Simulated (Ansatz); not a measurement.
Each is relaxed and computed with r²SCAN (plane waves, PAW; program Ansatz). Which is the only metal?
A. Ni7Ge4, P-6m2 (Pearson symbol hP11)
B. NiS, NiAs type
C. SiGe, Pmma (Si on 2e, Ge on 2f)
D. CsGeBr3, R3m (Cs on 3a, Ge on 3a, Br on 9b)

A, Ni7Ge4, P-6m2 (Pearson symbol hP11). Ni7Ge4: metal; CsGeBr3: gap 1.53 eV (direct); NiS: gap 0.67 eV (indirect); SiGe: gap 0.58 eV (indirect). Spin orders computed, not proven ground states: NiS, NiAs type antiferromagnetic. Typed or built starts, not in the databases checked: SiGe, Pmma (Si on 2e, Ge on 2f). Standing as an ambient phase not checked: Ni7Ge4, P-6m2 (Pearson symbol hP11); CsGeBr3, R3m (Cs on 3a, Ge on 3a, Br on 9b); NiS, NiAs type. All cells were relaxed under the symmetry of their starts (and spin orders); stability against distortions was not tested throughout. Cells of antiferromagnets are given as chemical subcells. Rows with no word on spin ran without spin polarisation. Spin–orbit coupling is left out wherever it is not named.

Potentials: the later of the program's two PAW sets.
